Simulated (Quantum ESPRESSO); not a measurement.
# Al2ZnF7Cl: finding a planted mistake in a log

Computed values, not a measurement. The program is pw.x of Quantum ESPRESSO 7.5 (plane-wave density functional theory). The cell is made up: 11 atoms on a rutile lattice with one site empty, with randomly drawn elements, strain and displacements, not relaxed. PseudoDojo standard norm-conserving files (v0.5 for PBE, v0.4.1 for LDA and PBEsol) set the functional; there is no spin polarisation, spin-orbit coupling or dispersion term, and the masses in the input are unused placeholders.

Intended input:

```
&control calculation='scf', pseudo_dir='./dojo.nc.sr.pbe.v0_5.standard.upf', outdir='./o', disk_io='medium', tprnfor=.true., tstress=.true. /
&system ibrav=0, nat=11, ntyp=4, nbnd=47, ecutwfc=84.00895049, nosym=.true., tot_charge=0,
 occupations='smearing', smearing='fd', degauss=0.0018374661
/
&electrons conv_thr=7.350e-09, electron_maxstep=60, /
ATOMIC_SPECIES
Al 1.0 Al.upf
Cl 1.0 Cl.upf
F 1.0 F.upf
Zn 1.0 Zn.upf
CELL_PARAMETERS angstrom
4.6338 -0.0581 0.0242
-0.0581 4.65 0.0173
0.0322 0.0231 6.2723
ATOMIC_POSITIONS angstrom
Al 2.3941 2.4253 1.4384
Zn -0.018 0.1579 3.0611
Al 2.2322 2.3307 4.8607
F 1.4531 1.3968 0.037
F 3.1169 3.1524 -0.0915
F 3.8874 0.7749 1.7226
F 0.8391 3.6215 1.546
F 1.4032 1.5264 3.1515
Cl 3.1149 3.1756 3.1407
F 3.6784 0.9388 4.6506
F 0.9304 3.8747 4.6729
K_POINTS automatic
5 5 4 1 1 1
```

The log is shortened where brackets say so; the opening notice, blank lines, dates and the lines on written files are dropped, and the path of the files is cut. It prints rydbergs, bohrs and kilobars, and counts compression as positive stress. Where no state is partly filled, the Fermi energy that it prints is only some level between the filled and the empty states on the mesh, and need not lie in the true gap.

Log of the intended run:

```
     Program PWSCF v.7.5
     Parallel version (MPI & OpenMP), running on       1 processor cores
     Number of MPI processes:                 1
     Threads/MPI process:                     1
     [start-up lines left out]
     bravais-lattice index     =            0
     lattice parameter (alat)  =       8.7574  a.u.
     unit-cell volume          =     911.8593 (a.u.)^3
     number of atoms/cell      =           11
     number of atomic types    =            4
     number of electrons       =        82.00
     number of Kohn-Sham states=           47
     kinetic-energy cutoff     =      84.0090  Ry
     charge density cutoff     =     336.0358  Ry
     scf convergence threshold =      7.3E-09
     mixing beta               =       0.7000
     number of iterations used =            8  plain     mixing
     Exchange-correlation= PBE
                           (   1   4   3   4   0   0   0)
     [axes and pseudopotential details left out]
   Cartesian axes
     site n.     atom                  positions (alat units)
         1        Al     tau(   1) = (   0.5166125   0.5233451   0.3103861  )
         2        Zn     tau(   2) = (  -0.0038841   0.0340726   0.6605416  )
         3        Al     tau(   3) = (   0.4816768   0.5029317   1.0488695  )
         4        F      tau(   4) = (   0.3135582   0.3014095   0.0079841  )
         5        F      tau(   5) = (   0.6725824   0.6802428  -0.0197444  )
         6        F      tau(   6) = (   0.8388453   0.1672123   0.3717124  )
         7        F      tau(   7) = (   0.1810658   0.7814679   0.3336047  )
         8        F      tau(   8) = (   0.3027905   0.3293753   0.6800486  )
         9        Cl     tau(   9) = (   0.6721509   0.6852491   0.6777181  )
        10        F      tau(  10) = (   0.7937461   0.2025796   1.0035330  )
        11        F      tau(  11) = (   0.2007670   0.8361048   1.0083450  )
     number of k points=    50  Fermi-Dirac smearing, width (Ry)=  0.0018
                       cart. coord. in units 2pi/alat
        k(    1) = (   0.1007926   0.1005799   0.0914672), wk =   0.0400000
        k(    2) = (   0.0998192   0.0998805   0.2761848), wk =   0.0400000
     [further k points left out]
     Dense  grid:    94901 G-vectors     FFT dimensions: (  54,  54,  72)
     Estimated max dynamical RAM per process >     140.98 MB
     Initial potential from superposition of free atoms
     starting charge      81.9949, renormalised to      82.0000
     Starting wfcs are   50 randomized atomic wfcs
     total cpu time spent up to now is       21.0 secs
     per-process dynamical memory:    89.7 Mb
     Self-consistent Calculation
     iteration #  1     ecut=    84.01 Ry     beta= 0.70
     Davidson diagonalization with overlap
     ethr =  1.00E-02,  avg # of iterations =  4.7
     total cpu time spent up to now is       73.5 secs
     total energy              =    -805.54312939 Ry
     estimated scf accuracy    <       1.26680200 Ry
     iteration #  2     ecut=    84.01 Ry     beta= 0.70
     Davidson diagonalization with overlap
     ethr =  1.54E-03,  avg # of iterations =  2.4
     total cpu time spent up to now is      118.2 secs
     total energy              =    -805.87375620 Ry
     estimated scf accuracy    <       1.05041248 Ry
     [iterations 3 to 8 left out]
     iteration #  9     ecut=    84.01 Ry     beta= 0.70
     Davidson diagonalization with overlap
     ethr =  6.34E-10,  avg # of iterations =  2.0
     total cpu time spent up to now is      470.0 secs
     total energy              =    -806.09013054 Ry
     estimated scf accuracy    <       0.00000005 Ry
     iteration # 10     ecut=    84.01 Ry     beta= 0.70
     Davidson diagonalization with overlap
     ethr =  6.30E-11,  avg # of iterations =  2.2
     total cpu time spent up to now is      509.5 secs
     End of self-consistent calculation
     [lines on levels left out]
     the Fermi energy is     5.4482 ev
!    total energy              =    -806.09013055 Ry
     estimated scf accuracy    <          3.1E-09 Ry
     smearing contrib. (-TS)   =       0.00000000 Ry
     internal energy E=F+TS    =    -806.09013055 Ry
     The total energy is F=E-TS. E is the sum of the following terms:
     one-electron contribution =    -605.07162992 Ry
     hartree contribution      =     343.66751848 Ry
     xc contribution           =    -136.36186222 Ry
     ewald contribution        =    -408.32415689 Ry
     convergence has been achieved in  10 iterations
     Forces acting on atoms (cartesian axes, Ry/au):
     atom    1 type  1   force =    -0.12485736   -0.07048823   -0.13273608
     atom    2 type  4   force =     0.13593969   -0.03731754    0.15062826
     atom    3 type  1   force =    -0.05870286   -0.05810119    0.04244141
     atom    4 type  3   force =     0.04484984    0.04929326    0.00568609
     atom    5 type  3   force =    -0.01184626   -0.01791074    0.02742475
     atom    6 type  3   force =    -0.14815851    0.14734861   -0.17914287
     atom    7 type  3   force =     0.08004104   -0.05910909   -0.00895719
     atom    8 type  3   force =     0.01413894   -0.00394050    0.01219144
     atom    9 type  2   force =     0.08592115    0.06456409    0.05295348
     atom   10 type  3   force =    -0.06598056    0.06089227    0.02483814
     atom   11 type  3   force =     0.04865489   -0.07523093    0.00467257
     Total force =     0.460684     Total SCF correction =     0.000080
     Computing stress (Cartesian axis) and pressure
          total   stress  (Ry/bohr**3)                   (kbar)     P=       63.58
   0.00025630   0.00102191   0.00023126           37.70      150.33       34.02
   0.00102191   0.00029691  -0.00013903          150.33       43.68      -20.45
   0.00023126  -0.00013903   0.00074333           34.02      -20.45      109.35
     init_run     :     18.13s CPU     20.83s WALL (       1 calls)
     electrons    :    459.34s CPU    488.56s WALL (       1 calls)
     forces       :      6.65s CPU      6.72s WALL (       1 calls)
     stress       :     33.58s CPU     33.70s WALL (       1 calls)
     [timing details left out]
     PWSCF        :   8m38.01s CPU   9m10.42s WALL
     JOB DONE.
```

A second run was made from an input with one planted mistake. Its log:

```
     Program PWSCF v.7.5
     Parallel version (MPI & OpenMP), running on       1 processor cores
     Number of MPI processes:                 1
     Threads/MPI process:                     1
     [start-up lines left out]
     bravais-lattice index     =            0
     lattice parameter (alat)  =       8.7574  a.u.
     unit-cell volume          =     911.8593 (a.u.)^3
     number of atoms/cell      =           11
     number of atomic types    =            4
     number of electrons       =        82.00
     number of Kohn-Sham states=           65
     kinetic-energy cutoff     =      84.0090  Ry
     charge density cutoff     =     336.0358  Ry
     scf convergence threshold =      7.3E-09
     mixing beta               =       0.7000
     number of iterations used =            8  plain     mixing
     Exchange-correlation= PBE
                           (   1   4   3   4   0   0   0)
     [axes and pseudopotential details left out]
   Cartesian axes
     site n.     atom                  positions (alat units)
         1        Al     tau(   1) = (   0.5166125   0.5233451   0.3103861  )
         2        Zn     tau(   2) = (  -0.0038841   0.0340726   0.6605416  )
         3        Al     tau(   3) = (   0.4816768   0.5029317   1.0488695  )
         4        F      tau(   4) = (   0.3135582   0.3014095   0.0079841  )
         5        F      tau(   5) = (   0.6725824   0.6802428  -0.0197444  )
         6        F      tau(   6) = (   0.8388453   0.1672123   0.3717124  )
         7        F      tau(   7) = (   0.1810658   0.7814679   0.3336047  )
         8        F      tau(   8) = (   0.3027905   0.3293753   0.6800486  )
         9        Cl     tau(   9) = (   0.6721509   0.6852491   0.6777181  )
        10        F      tau(  10) = (   0.7937461   0.2025796   1.0035330  )
        11        F      tau(  11) = (   0.2007670   0.8361048   1.0083450  )
     number of k points=    50  Fermi-Dirac smearing, width (Ry)=  0.0367
                       cart. coord. in units 2pi/alat
        k(    1) = (   0.1007926   0.1005799   0.0914672), wk =   0.0400000
        k(    2) = (   0.0998192   0.0998805   0.2761848), wk =   0.0400000
     [further k points left out]
     Dense  grid:    94901 G-vectors     FFT dimensions: (  54,  54,  72)
     Estimated max dynamical RAM per process >     157.68 MB
     Initial potential from superposition of free atoms
     starting charge      81.9949, renormalised to      82.0000
     Starting wfcs are   50 randomized atomic wfcs +   15 random wfcs
     total cpu time spent up to now is       27.1 secs
     per-process dynamical memory:    93.1 Mb
     Self-consistent Calculation
     iteration #  1     ecut=    84.01 Ry     beta= 0.70
     Davidson diagonalization with overlap
     ethr =  1.00E-02,  avg # of iterations =  7.4
     total cpu time spent up to now is      154.8 secs
     total energy              =    -805.58296413 Ry
     estimated scf accuracy    <       1.22012151 Ry
     iteration #  2     ecut=    84.01 Ry     beta= 0.70
     Davidson diagonalization with overlap
     ethr =  1.49E-03,  avg # of iterations =  2.0
     total cpu time spent up to now is      237.1 secs
     total energy              =    -805.85530327 Ry
     estimated scf accuracy    <       1.05398250 Ry
     [iterations 3 to 8 left out]
     iteration #  9     ecut=    84.01 Ry     beta= 0.70
     Davidson diagonalization with overlap
     ethr =  5.19E-10,  avg # of iterations =  2.1
     total cpu time spent up to now is      804.5 secs
     total energy              =    -806.09103003 Ry
     estimated scf accuracy    <       0.00000005 Ry
     iteration # 10     ecut=    84.01 Ry     beta= 0.70
     Davidson diagonalization with overlap
     ethr =  6.49E-11,  avg # of iterations =  2.0
     total cpu time spent up to now is      861.7 secs
     End of self-consistent calculation
     [lines on levels left out]
     the Fermi energy is     6.3841 ev
!    total energy              =    -806.09103004 Ry
     estimated scf accuracy    <          4.2E-09 Ry
     smearing contrib. (-TS)   =      -0.00613264 Ry
     internal energy E=F+TS    =    -806.08489740 Ry
     The total energy is F=E-TS. E is the sum of the following terms:
     one-electron contribution =    -605.02660490 Ry
     hartree contribution      =     343.62359040 Ry
     xc contribution           =    -136.35772601 Ry
     ewald contribution        =    -408.32415689 Ry
     convergence has been achieved in  10 iterations
     Forces acting on atoms (cartesian axes, Ry/au):
     atom    1 type  1   force =    -0.12485218   -0.07059659   -0.13323973
     atom    2 type  4   force =     0.13594261   -0.03714136    0.15038377
     atom    3 type  1   force =    -0.05873140   -0.05822614    0.04305566
     atom    4 type  3   force =     0.04450973    0.04903222    0.00536959
     atom    5 type  3   force =    -0.01165988   -0.01758768    0.02703986
     atom    6 type  3   force =    -0.14739618    0.14663620   -0.17854122
     atom    7 type  3   force =     0.07959198   -0.05868239   -0.00871937
     atom    8 type  3   force =     0.01399593   -0.00397421    0.01230178
     atom    9 type  2   force =     0.08593918    0.06468588    0.05335003
     atom   10 type  3   force =    -0.06558865    0.06055718    0.02456323
     atom   11 type  3   force =     0.04824887   -0.07470311    0.00443639
     Total force =     0.459699     Total SCF correction =     0.000174
     Computing stress (Cartesian axis) and pressure
          total   stress  (Ry/bohr**3)                   (kbar)     P=       64.56
   0.00026233   0.00101782   0.00023150           38.59      149.73       34.05
   0.00101782   0.00030317  -0.00013844          149.73       44.60      -20.37
   0.00023150  -0.00013844   0.00075105           34.05      -20.37      110.48
     init_run     :     24.68s CPU     26.86s WALL (       1 calls)
     electrons    :    801.17s CPU    834.61s WALL (       1 calls)
     forces       :     11.14s CPU     11.24s WALL (       1 calls)
     stress       :     35.05s CPU     35.16s WALL (       1 calls)
     [timing details left out]
     PWSCF        :  14m32.43s CPU  15m 8.64s WALL
     JOB DONE.
```

Question: what was wrong in the second input?

Answer: the smearing is too wide. The input lines that differ, file-writing options aside:

```
- &system ibrav=0, nat=11, ntyp=4, nbnd=47, ecutwfc=84.00895049, nosym=.true., tot_charge=0,
+ &system ibrav=0, nat=11, ntyp=4, nbnd=65, ecutwfc=84.00895049, nosym=.true., tot_charge=0,
-  occupations='smearing', smearing='fd', degauss=0.0018374661
+  occupations='smearing', smearing='fd', degauss=0.0367493222
```

```
                                            intended run  run with the mistake
                          free energy (eV)    -10967.415            -10967.427
                    smearing term -TS (eV)        0.0000               -0.0834
                            pressure (GPa)          6.36                  6.46
            largest force component (eV/Å)         4.606                 4.590
largest change of a force component (eV/Å)                               0.020
                                iterations            10                    10
```

For scale, a rerun of the intended cell at 1437 eV and a 7 x 7 x 6 mesh moved values by no more than 0.004 eV in energy, 0.02 GPa in stress and 0.002 eV/Å in force. The number of bands, nbnd, was set by rule from the electron count and the smearing, so it follows the mistake.